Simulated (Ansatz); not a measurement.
Ga₂Pt (fluorite type, space group Fm-3m)

```
CELL_PARAMETERS angstrom
      0.00000     5.86926     5.86926
      2.93463     0.00000     2.93463
      2.93463     2.93463     0.00000
ATOMIC_POSITIONS crystal
  Ga 0.37500 0.75000 0.75000
  Ga 0.87500 0.75000 0.75000
  Ga 0.12500 0.25000 0.25000
  Ga 0.62500 0.25000 0.25000
  Pt 0.00000 0.00000 0.00000
  Pt 0.50000 0.00000 0.00000
```

The atoms are displaced by Q × the pattern below (from a DFPT mode at L = (0.5, 0.0, 0.0), largest move 1; Q in Å), at fixed cell. It is one choice among 2 degenerate patterns. (q is in reciprocal vectors of the primitive cell; the cell shown is doubled to hold the pattern.)

| atom | x | y | z |
|---|---|---|---|
| Ga1 | 0.217 | -0.395 | 0.612 |
| Ga2 | -0.217 | 0.395 | -0.612 |
| Ga3 | -0.217 | 0.395 | -0.612 |
| Ga4 | 0.217 | -0.395 | 0.612 |
| Pt5 | -0.285 | 0.520 | -0.805 |
| Pt6 | 0.285 | -0.520 | 0.805 |

The numbers are results of LDA (plane waves to 420 eV, PAW, scalar-relativistic; Ansatz, a program for electronic structure), not measurements. k mesh 7×14×14 (Γ-centred), Fermi-Dirac smearing 0.05 eV. Energies are smeared free energies. With partly filled bands, energies and forces of such displacements shift with the k mesh and the smearing. Ga2Pt is run without spin polarisation. Ga2Pt was relaxed with its symmetry unable to fall. Spin-orbit coupling is left out, though Pt is heavy. This is a high-temperature form of Ga2Pt. ΔE is measured from the undisplaced structure.

| Q (Å) | ΔE (eV/cell) |
|---|---|
| -0.100 | 0.0170 |
| -0.067 | 0.0075 |
| -0.033 | 0.0019 |
| 0.000 | 0.0000 |
| 0.033 | 0.0019 |
| 0.067 | 0.0075 |
| 0.100 | 0.0170 |

Question: Which DFPT wavenumber at L = (0.5, 0.0, 0.0) belongs to this mode?
A) 41 cm⁻¹
B) 158 cm⁻¹
C) 174 cm⁻¹
D) 114 cm⁻¹

Answer: A, 41 cm⁻¹. The curvature of the scan gives 41 cm⁻¹

(A displaced cell: forces are minus the slopes of the energy, force constants its curvatures, and phonons follow from these.)
